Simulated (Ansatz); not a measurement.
Does relaxation matter for the field gradients of GaSb with phosphorus replacing Sb?

Start: a supercell of GaSb (zinc blende type, F-43m) built from a COD entry (the entry's cell lengths or inner coordinates differ somewhat from later room-temperature determinations), with all atoms left at the host's positions.

Space group F-43m (No. 216); a = 18.3540 Å.

| site | Wyckoff | site symmetry | x | y | z |
| --- | --- | --- | --- | --- | --- |
| Ga1 | 16e | .3m | 0.4167 | 0.0833 | 0.4167 |
| Ga3 | 24g | 2.mm | 0.7500 | 0.0833 | 0.7500 |
| Ga5 | 48h | ..m | 0.7500 | 0.9167 | 0.5833 |
| Ga14 | 4d | -43m | 0.7500 | 0.7500 | 0.7500 |
| Ga18 | 16e | .3m | 0.0833 | 0.5833 | 0.9167 |
| P | 4a | -43m | 0.5000 | 0.0000 | 0.5000 |
| Sb29 | 48h | ..m | 0.6667 | 0.0000 | 0.6667 |
| Sb32 | 16e | .3m | 0.8333 | 0.8333 | 0.6667 |
| Sb36 | 16e | .3m | 0.1667 | 0.6667 | 0.8333 |
| Sb42 | 24f | 2.mm | 0.0000 | 0.6667 | 0.0000 |

One atom of each set is listed; the run and its k-mesh use a cell of 54 atoms with edges of 12.98, 12.98, 12.98 Å.

All values are calculated (Ansatz; DFT, PBE, plane waves and PAW, scalar-relativistic, 420 eV cutoff, Γ-centred 2×2×2 k-points, Fermi–Dirac smearing 0.01 eV), not measured.

The largest force at the start is 1.2 eV/Å. Relaxing the ions at fixed cell moves them by 0.201 Å at most (atom 1, Ga) and 0.058 Å rms.

```json
{"site": "Ga1", "moved (Å)": "0.201", "first shell before": "1 P at 2.65 Å, 3 Sb at 2.65 Å", "first shell after": "1 P at 2.45 Å, 3 Sb at 2.69 Å", "V_zz before (10²¹ V/m²)": "3.04", "η before": "0.00"}
{"site": "Ga3", "moved (Å)": "0.003", "first shell before": "4 Sb at 2.65 Å", "first shell after": "4 Sb at 2.65–2.68 Å", "V_zz before (10²¹ V/m²)": "0.081", "η before": "0.24"}
{"site": "Ga5", "moved (Å)": "0.007", "first shell before": "4 Sb at 2.65 Å", "first shell after": "4 Sb at 2.65 Å", "V_zz before (10²¹ V/m²)": "0.034", "η before": "0.72"}
{"site": "Ga18", "moved (Å)": "0.002", "first shell before": "4 Sb at 2.65 Å", "first shell after": "4 Sb at 2.65 Å", "V_zz before (10²¹ V/m²)": "<0.005", "η before": "–"}
{"site": "P", "moved (Å)": "0.000", "first shell before": "4 Ga at 2.65 Å", "first shell after": "4 Ga at 2.45 Å", "V_zz before (10²¹ V/m²)": "0.00", "η before": "–"}
{"site": "Sb29", "moved (Å)": "0.041", "first shell before": "4 Ga at 2.65 Å", "first shell after": "4 Ga at 2.65–2.69 Å", "V_zz before (10²¹ V/m²)": "0.70", "η before": "0.45"}
{"site": "Sb32", "moved (Å)": "0.000", "first shell before": "4 Ga at 2.65 Å", "first shell after": "4 Ga at 2.65 Å", "V_zz before (10²¹ V/m²)": "0.11", "η before": "0.00"}
{"site": "Sb36", "moved (Å)": "0.001", "first shell before": "4 Ga at 2.65 Å", "first shell after": "4 Ga at 2.65 Å", "V_zz before (10²¹ V/m²)": "0.059", "η before": "0.00"}
{"site": "Sb42", "moved (Å)": "0.004", "first shell before": "4 Ga at 2.65 Å", "first shell after": "4 Ga at 2.65 Å", "V_zz before (10²¹ V/m²)": "-0.092", "η before": "0.71"}
```

(1) What are V_zz and η after the relaxation?

## Answers

(1) 

```json
{"site": "Ga1", "V_zz after": "-0.73", "η after": "0.00", "change of V_zz": "-3.77"}
{"site": "Ga3", "V_zz after": "-0.79", "η after": "0.58", "change of V_zz": "–"}
{"site": "Ga5", "V_zz after": "0.24", "η after": "0.49", "change of V_zz": "+0.21"}
{"site": "Ga18", "V_zz after": "0.054", "η after": "0.00", "change of V_zz": "+0.05"}
{"site": "P", "V_zz after": "0.00", "η after": "–", "change of V_zz": "0.00"}
{"site": "Sb29", "V_zz after": "2.99", "η after": "0.11", "change of V_zz": "+2.29"}
{"site": "Sb32", "V_zz after": "-0.069", "η after": "0.00", "change of V_zz": "-0.18"}
{"site": "Sb36", "V_zz after": "-0.35", "η after": "0.00", "change of V_zz": "-0.41"}
{"site": "Sb42", "V_zz after": "0.15", "η after": "0.57", "change of V_zz": "–"}
```

The largest change of V_zz along a kept axis is on Ga1, from 3.04 to -0.73. On Sb29 V_xx and V_yy change places (or their axes turn by over 50°), so the two values of η hide a larger change. V_zz changes sign on Ga1 (same axis), Sb32 (same axis), Sb36 (same axis). On Sb42, Ga3 the largest principal value lies along another axis in the second run, so the two V_zz can't be compared directly. Other sites without a gradient aren't listed.

The run isn't spin-polarised, and a state with spin may lie lower. The defect repeats with the cell of 54 atoms, so it feels its images: sites between two images don't show the values beside a lone defect, and zeros or small values of η there can come from the images' arrangement. The defect cell has no gap above 0.1 eV on its mesh, so the values can hang on the smearing and the k-mesh. Without spin–orbit coupling (the program notes it for Sb) the gradients can shift somewhat, as the gap is small. With these PAW files V_zz is typically within 2 to 3 % of all-electron values, but misses above 10 % occur on Sb.
Before: The neighbours have not yet relaxed around the defect (largest force 1.2 eV/Å), so a real crystal will differ.
After: The relaxation keeps the site symmetry -43m of the start, so the impurity can't leave its site; a distortion that would localise the partly filled state isn't explored.
